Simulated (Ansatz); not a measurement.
CuCl (zinc blende), relaxed with HSE06 (Ansatz, an electronic-structure program, plane waves, PAW): a = 5.449 Å, b = 5.449 Å, c = 5.449 Å, α = 90.00°, β = 90.00°, γ = 90.00°.

| Item | Value |
|---|---|
| gap (eV) | 2.33 |
| B₀ by P(V) fit (GPa) | 46.2 |

Question: The same phase is relaxed and computed with LDA in the same code. What are the cell and these values now?

Answer: a = 5.2071 Å, b = 5.2071 Å, c = 5.2071 Å, α = 90.00°, β = 90.00°, γ = 90.00°.

- gap (eV): 0.64
- B₀ by P(V) fit (GPa): 74.4

All cells were relaxed under the symmetry of their starts (and spin orders); stability against distortions was not tested throughout. Named crystals with no word on spin ran without spin polarisation.

Potentials: the earlier of the program's two PAW sets. The files were generated under PBE; for other functionals the program regenerates the frozen cores, and for LDA and PBEsol the local potential too.

Ansatz is a plane-wave DFT program.
